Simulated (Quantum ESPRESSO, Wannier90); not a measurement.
SrCd (CsCl type), plane waves to Wannier functions

```xyz
2
Lattice="4.0356 0.0000 0.0000 0.0000 4.0356 0.0000 0.0000 0.0000 4.0356" Properties=species:S:1:pos:R:3 pbc="T T T"
Sr     2.0178     2.0178     2.0178
Cd     0.0000     0.0000     0.0000
```

Materials Project entry mp-30496; symmetrised, unrelaxed at this level. COD (Crystallography Open Database) has an entry of this formula and space group (matched by these alone). Level: PBEsol, no spin polarisation, no spin-orbit coupling; pw.x of Quantum ESPRESSO at 82 Ry with PseudoDojo potentials, 6×6×6 k-points, Wannier90. Density: 10×10×10 mesh, cold smearing 0.01 Ry.

A tight-binding model is made by disentanglement and projection with no localisation steps (num_iter = 0), so the 18 orbitals stay atom-like: hydrogen-like Sr: s;p;d; Cd: s;p;d, axes along x, y, z; frozen window up to 1.50 eV relative to the Fermi level. It follows pw.x to 5.6 meV rms for states up to 1.0 eV relative to the Fermi level. Matrix elements depend on this choice of orbitals and windows.

The 45 largest hoppings ⟨m,0|H|n,R⟩ between different sites (one of each Hermitian pair; signs follow the real orbitals' lobes; the list may end inside a set of equal values):

```csv
m,n,R,distance of the centres (Å),t (eV)
Sr1 py,Sr1 py,0 1 0,4.04,1.229
Sr1 px,Sr1 px,1 0 0,4.04,1.229
Sr1 pz,Sr1 pz,0 0 1,4.04,1.229
Sr1 dz2,Sr1 pz,0 0 1,4.04,1.141
Sr1 pz,Sr1 dz2,0 0 1,4.04,-1.141
Sr1 py,Sr1 dx2-y2,0 1 0,4.04,0.989
Sr1 dx2-y2,Sr1 px,1 0 0,4.04,0.989
Sr1 px,Sr1 dx2-y2,1 0 0,4.04,-0.988
Sr1 dx2-y2,Sr1 py,0 1 0,4.04,-0.988
Cd2 py,Cd2 py,0 1 0,4.04,0.903
Cd2 pz,Cd2 pz,0 0 1,4.04,0.903
Cd2 px,Cd2 px,1 0 0,4.04,0.903
Sr1 dz2,Sr1 dz2,0 0 1,4.04,-0.737
Sr1 s,Cd2 px,1 0 0,3.49,0.725
Sr1 s,Cd2 pz,0 1 1,3.49,0.725
Sr1 s,Cd2 py,1 0 0,3.49,-0.725
Sr1 s,Cd2 py,0 1 1,3.50,0.725
Sr1 s,Cd2 pz,0 1 0,3.49,-0.725
Sr1 s,Cd2 px,1 0 1,3.49,0.725
Sr1 s,Cd2 px,0 1 1,3.50,-0.725
Sr1 s,Cd2 pz,1 0 0,3.50,-0.725
Sr1 s,Cd2 pz,1 1 1,3.49,0.725
Sr1 s,Cd2 px,0 1 0,3.50,-0.725
Sr1 s,Cd2 pz,1 0 1,3.50,0.725
Sr1 s,Cd2 py,1 0 1,3.49,-0.725
Cd2 px,Sr1 s,0 0 0,3.49,-0.725
Sr1 s,Cd2 py,0 1 0,3.50,0.725
Sr1 s,Cd2 px,0 0 1,3.49,-0.725
Sr1 s,Cd2 py,1 1 0,3.49,0.725
Cd2 pz,Sr1 s,0 0 0,3.50,-0.725
Sr1 s,Cd2 py,0 0 1,3.50,-0.725
Sr1 s,Cd2 pz,1 1 0,3.49,-0.725
Sr1 s,Cd2 py,1 1 1,3.49,0.725
Cd2 py,Sr1 s,0 0 0,3.50,-0.725
Sr1 s,Cd2 px,1 1 1,3.50,0.725
Sr1 s,Cd2 px,1 1 0,3.50,0.725
Sr1 s,Cd2 pz,0 0 1,3.50,0.725
Sr1 s,Cd2 s,0 1 1,3.50,-0.679
Sr1 s,Cd2 s,1 0 0,3.50,-0.679
Sr1 s,Cd2 s,0 1 0,3.50,-0.679
Sr1 s,Cd2 s,1 0 1,3.50,-0.679
Sr1 s,Cd2 s,0 0 1,3.50,-0.679
Sr1 s,Cd2 s,1 1 0,3.50,-0.679
Cd2 s,Sr1 s,0 0 0,3.50,-0.679
Sr1 s,Cd2 s,1 1 1,3.50,-0.679
```
